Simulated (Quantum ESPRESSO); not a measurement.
**Kohn-Sham bands of Ba2Zn (I4/mmm)**

```xyz
3
Lattice="0.0000 -4.1509 0.0000 4.1509 0.0000 0.0000 -2.0755 2.0755 7.6161" Properties=species:S:1:pos:R:3 pbc="T T T"
Ba    -2.0755     2.0755     1.9190
Ba     2.0755    -2.0755    -1.9190
Zn     0.0000     0.0000     0.0000
```

Structure: Materials Project mp-1018178, symmetrised, not relaxed again. Not found in the COD (Crystallography Open Database) copy used; not checked further. Level: PBEsol, no spin polarisation, no spin-orbit coupling; pw.x of Quantum ESPRESSO at 68 Ry with PseudoDojo potentials, 4×4×4 k-points, Wannier90. Density: 10×10×10 mesh, cold smearing 0.01 Ry. Spin-orbit coupling is left out although heavy elements are present.

Energies are relative to the Fermi level; weights are on the orthonormalised atomic waves of the pseudopotential files, averaged over the group. 40 electrons a cell are treated as valence.

Question: Into which isolated groups do the bands fall, where do they lie and what are they made of?

Answer: 
```json
[
 {"bands": "1", "from (eV)": "-125.66", "to (eV)": "-125.66", "filling": "filled", "weight on atomic waves": "Zn 3s 100 %"},
 {"bands": "2–4", "from (eV)": "-79.94", "to (eV)": "-79.93", "filling": "filled", "weight on atomic waves": "Zn 3p 100 %"},
 {"bands": "5–6", "from (eV)": "-28.58", "to (eV)": "-28.47", "filling": "filled", "weight on atomic waves": "Ba 5s 98 %"},
 {"bands": "7–12", "from (eV)": "-14.11", "to (eV)": "-13.42", "filling": "filled", "weight on atomic waves": "Ba 5p 99 %"},
 {"bands": "13–17", "from (eV)": "-6.82", "to (eV)": "-6.71", "filling": "filled", "weight on atomic waves": "Zn 3d 100 %"},
 {"bands": "18", "from (eV)": "-4.66", "to (eV)": "-3.24", "filling": "filled", "weight on atomic waves": "Zn 4s 75 %, Ba 6s 17 %"}
]
```

No gap over 0.05 eV opens at the Fermi level at this level of theory.
